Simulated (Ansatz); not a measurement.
Relaxed-ion elastic tensor of GeI$_{2}$ (CdI2 type, P-3m1) in GPa (Voigt order), plane-wave PAW LDA (Ansatz code); density 5.48 g/cm³, 32.99 Å³ per atom.

```csv
,1,2,3,4,5,6
1,48.3,12.9,11.0,-3.9,0.0,0.0
2,12.9,48.3,11.0,3.9,0.0,0.0
3,11.0,11.0,27.0,0.0,0.0,0.0
4,-3.9,3.9,0.0,8.6,0.0,0.0
5,0.0,0.0,0.0,0.0,8.6,-3.9
6,0.0,0.0,0.0,0.0,-3.9,17.7
```

Task: Is the crystal mechanically stable?

Result: Yes: the smallest eigenvalue of C is 7.2 GPa.

Task: Work out the Voigt, Reuss and Hill averages.

Result: K_V = 21.5, K_R = 19.8, K_H = 20.7; G_V = 12.9, G_R = 10.5, G_H = 11.7 GPa.

Task: Give Young's modulus, Poisson's ratio, Pugh's ratio and the universal anisotropy index.

Result: E = 9KG/(3K + G) = 29.5 GPa; ν = 0.26; K/G = 1.76 (near the Pugh limit of 1.75, no verdict); A_U = 5G_V/G_R + K_V/K_R − 6 = 1.21.

Task: Estimate the sound speeds and the Debye temperature.

Result: v_l = √((K + 4G/3)/ρ) = 2570 m/s, v_t = √(G/ρ) = 1460 m/s, mean 1630 m/s; Θ = (h/k)(3n/4πV)^(1/3) v_m = 151 K.

Task: Solve the Christoffel equation for the three sound speeds along x, y, z.

Result: Eigenvalues of C_ijkl n_j n_l equal ρv². In km/s, slowest first: x 1.14, 1.87, 2.97; y 1.23, 1.80, 2.98; z 1.26, 1.26, 2.22.

Task: How much does each axis shrink under pressure?

Result: Linear compressibilities β_i = Σ_j S_ij (j = 1 to 3): x 11, y 11, z 28 per TPa.

The workflow started from an entry of the Crystallography Open Database (COD), which files this formula under 2 space groups. Whether it is the stable phase at ambient conditions was not checked. The LDA relaxation kept the symmetry of its start; of distortions, only those at the zone centre were tested. A crystal of weakly bound layers computed without a dispersion correction: the cell and the soft elastic constants depend strongly on that. Scalar-relativistic: spin–orbit coupling is off unless named, which matters more the heavier the elements.

Potentials: the later of the program's two PAW sets.
